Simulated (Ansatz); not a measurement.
Tl (hcp, Mg type)

```
CELL_PARAMETERS angstrom
      3.52070     0.00000     0.00000
     -1.76035     3.04902     0.00000
      0.00000     0.00000     5.60254
ATOMIC_POSITIONS crystal
  Tl 0.33333 0.66667 0.75000
  Tl 0.66667 0.33333 0.25000
```

The slice is a (1 -1 0 0) plane (indices of the conventional cell) through the point (0.333, 0.667, 0.750) (fractional), spanned by u = [110] and v = [001] in vectors of this cell: u (3.52 Å) and v (5.60 Å, at 90° to u). It covers one period; positions are fractions (u, v).

Method: r2SCAN (plane waves to 500 eV, PAW, scalar-relativistic; Ansatz, a quantum-chemistry and plane-wave program). k mesh 15×15×9. Inside the PAW spheres the values are not all-electron values, and peaks at nuclei hang on which shells count as valence. Spin-orbit coupling is left out, though Tl is heavy. The PAW data are Ansatz's earlier set. Tl was relaxed with its symmetry unable to fall.

What is the valence density on the shortest Tl–Tl line in this plane (3.52 Å), at its midpoint?

0.10 e/Å³.

What is the ELF at the midpoint of the shortest Tl–Tl line in this plane (3.52 Å)?

0.14.

Sketch the electrostatic potential energy of an electron, from the cell's mean on this plane as a map.


```
|xxxxxxxxxxxx  ::**%%%%%%**::  xxxxxxxxxx|
|xxxxxxxxxxxx  --**%%%%%%**--  xxxxxxxxxx|
|xxxxxxxxxx    ++##%%@@%%##++    xxxxxxxx|
|xxxxxxxxxx  --**%%@@@@@@%%**--  xxxxxxxx|
|xxxxxx    ::++##%%@@@@@@%%##++::    xxxx|
|        --++##%%@@@@@@@@@@%%##++--      |
|::::--++**##%%@@@@@@@@@@@@@@%%##**++--::|
|******##%%%%%%@@@@@@@@@@@@@@%%%%%%##****|
|%%%%%%%%%%%%%%%%%%%%%%%%%%%%%%%%%%%%%%%%|
|@@@@@@@@@@%%%%%%##########%%%%%%@@@@@@@@|
|@@@@@@@@@@%%##****++++++****##%%@@@@@@@@|
|@@@@@@@@%%##**++----::----++**##%%@@@@@@|
|@@@@@@@@%%**++--..      ..--++**%%@@@@@@|
|@@@@@@%%##**--..          ..--**##%%@@@@|
|@@@@@@%%##++--              --++##%%@@@@|
|@@@@@@%%##++::              ::++##%%@@@@|
|@@@@@@%%##++--              --++##%%@@@@|
|@@@@@@%%##**--..          ..--**##%%@@@@|
|@@@@@@@@%%**++--..      ..--++**%%@@@@@@|
|@@@@@@@@%%##**++----::----++**##%%@@@@@@|
|@@@@@@@@@@%%##****++++++****##%%@@@@@@@@|
|@@@@@@@@@@%%%%%%##########%%%%%%@@@@@@@@|
|%%%%%%%%%%%%%%%%%%%%%%%%%%%%%%%%%%%%%%%%|
|******##%%%%%%@@@@@@@@@@@@@@%%%%%%##****|
|::::--++**##%%@@@@@@@@@@@@@@%%##**++--::|
|        --++##%%@@@@@@@@@@%%##++--      |
|xxxxxx    ::++##%%@@@@@@%%##++::    xxxx|
|xxxxxxxxxx  --**%%@@@@@@%%**--  xxxxxxxx|
|xxxxxxxxxx    ++##%%@@%%##++    xxxxxxxx|
|xxxxxxxxxxxx  --**%%%%%%**--  xxxxxxxxxx|
|xxxxxxxxxxxx  ::**%%%%%%**::  xxxxxxxxxx|
|xxxxxxxxxxxx  ::**##%%##**::  xxxxxxxxxx|
```
Scale: ten equal steps from -1.00 (start of ' ') to 7.19 (end of '@'), in the order ' .:-=+*#%@'. Values: electrostatic potential energy of an electron, from the cell's mean, in eV. The map has 20 points along u (two characters each, u = 0 at the left) and 32 along v (v = 0 in the bottom row). Points within 1 Å of a nucleus are blanked (x), as the pseudised field means little there. Values under -1 eV are set to -1. The zero, the cell's mean, hangs on the PAW cores.
